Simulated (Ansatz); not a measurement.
Input file for Ansatz (an electronic-structure program):

Ansatz 0.2 input:
```yaml
crystal:
  lattice:
    - [0.0, 2.9389044339, 2.9389044339]
    - [2.9389044339, 0.0, 2.9389044339]
    - [2.9389044339, 2.9389044339, 0.0]
  atoms:
    - { symbol: S, position: [0.75, 0.75, 0.75] }
    - { symbol: Cd, position: [0.0, 0.0, 0.0] }
kpoints:
  mp_grid: { grid: [8, 8, 8] }
hamiltonian:
  xc: r2scan
  pseudopotentials: { kind: paw }
scf:
  occupations: { method: fixed }
checkpoint: { read: static.run }
output: { bader: true, populations: true }
```

Output (shortened):

```
Pseudopotential: S, paw, valence charge 6
Pseudopotential: Cd, paw, valence charge 20
Functional definition: r2SCAN
Crystal: 2 atoms, lattice volume = 50.768 Å³
Basis set: ecut = 500 eV, 1243 PW (Γ), exchange–correlation on 128×128×128 points (64 copies of the dense FFT grid, shifted against one another)
Bands: 17, of which v1, the nominal top of the filled ones, is band 13 counted from 1 (12 counted from 0)
Symmetry: 24 space group operations
Space group: F-43m (ITA 216), of the structure as read, at distance tolerance 3.7e-5 Å
k-points: 29 of 512 (time reversal used)
Stability of the state it starts from, as read at its close in the unpolarized treatment …
iter 1 solved again at ethr=7.16e-8 eV; its pass at ethr=3.10e-3 eV (dr2=1.86e-5 eV) is discarded
SCF iter   1: F=—  HF=-9175.610291 eV  |F-HF|=—  |Δ(HF+E_count)|=         —  Δρ=7.66e-7  dr2=1.57e-10  dr2_τ=4.54e-11  ethr=7.16e-8  ⟨swp⟩=3.0  Hψ=3482  notcnv=0  defer=53
preconditioner: auto → none
SCF iter   2: F=-9175.610291 eV  HF=-9175.610291 eV  |F-HF|=5.82e-11  |Δ(HF+E_count)|=   1.85e-8  Δρ=5.49e-7  dr2=1.23e-10  dr2_τ=3.38e-11  ethr=1.00e-12  ⟨swp⟩=7.9  Hψ=2217  notcnv=0
SCF 1 converged in 2 iterations: F = -9175.610291 eV  dr2 = 1.23e-10
SCF converged after 2 iterations
Free energy (F): -9175.610291 eV
Harris-Foulkes:  -9175.610291 eV  (|F-HF|=5.82e-11)
Internal energy: -9175.610291 eV  (E = F + TS)
E sigma→0 (E₀):  -9175.610291 eV
Fermi energy:    6.321593 eV
--- Per-component energies (eV) ---
  E_band       = -540.871031
  E_kinetic    = 611.711013
  E_local      = -4048.634141  (includes V_loc(G=0)·N_el)
  E_nonlocal   = 63.147389
  E_hartree    = 1858.998644
  E_xc         = -259.880108
  E_vxc        = -340.104912  (∫ρ·V_xc dr)
  E_paw        = -4715.918403  (= ΣΔE_a)
  E_vpaw       = -566.714386  (= ΣTr[D̂ρ^β])
  E_aug_tail   = 0.000007  (compensation charges beyond the density's cutoff)
  E_vtau       = 21.726622  (kinetic-family band-sum trace: ∫τ·v_τ [+ j·A + Jᵃ·Aᵃ] dr)
  E_ewald      = -2684.360154
  E_core_change = -0.674537  (= ΣΔE_core)
  E_smearing   =  0.000000  (= −TS)
  E_closure    =  0.000000  (closes the sum)
  Σ components = -9175.610291   (vs F -9175.610291, Δ=0.00e0)
  [band-id]    e_kinetic+e_local+e_nonlocal+2·e_hartree+e_vxc+e_vpaw+e_augmentation_tail+e_vtau = -540.871119   (vs E_band -540.871031, Δ=-8.87e-5)
--- Band table (eV; the first three rows and the last of 29) ---
  k-point 0: bands = ["-97.7154", "-57.8784", "-57.8784", "-57.8784", "-6.3987", "-1.5945", "-1.5945", "-1.5945", "-1.1223", "-1.1223", "6.3216", "6.3216", "6.3216", "7.8648", "13.3904", "13.3904", "13.3904"]
  k-point 1: bands = ["-97.7154", "-57.8785", "-57.8784", "-57.8784", "-6.3391", "-1.5725", "-1.5725", "-1.5372", "-1.1231", "-1.1231", "5.3610", "6.2038", "6.2038", "8.6574", "13.0865", "13.5883", "13.5883"]
  k-point 2: bands = ["-97.7154", "-57.8787", "-57.8784", "-57.8784", "-6.1945", "-1.5246", "-1.5246", "-1.3389", "-1.1178", "-1.1178", "3.8929", "5.9372", "5.9372", "9.5017", "13.0196", "13.8776", "13.8776"]
  k-point 28: bands = ["-97.7154", "-57.8789", "-57.8788", "-57.8786", "-5.8658", "-1.3603", "-1.3451", "-1.1603", "-1.1135", "-0.5154", "2.5326", "4.1229", "4.1589", "12.0481", "12.1797", "14.0685", "14.7386"]
--- Löwdin populations: 2 sites ---
  site symbol       q [e]
     0      S      7.1187
     1     Cd     18.6982
  spilling = 0.007040 (of n_electrons = 26.000000)
--- Bader charges: 2 sites ---
  site symbol  charge [e]  shift [e]
     0      S     -0.9389     0.0034
     1     Cd      0.9389     0.0034
  shift: an alarm, by how much a part of what the PAW files miss would move the charge. Where it is large, compare
  with a run on PAW files of another source; a small one proves nothing
  estimated error of the sums over rays = 2.4e-4 e
```

Cost: very roughly 29 core-seconds on shared cores.

The r²SCAN relaxation kept the symmetry of its start; phonons on a q-mesh show no instability. Spin–orbit coupling is left out wherever it is not named.

Potentials: the later of the program's two PAW sets.

Ansatz is a plane-wave DFT program.
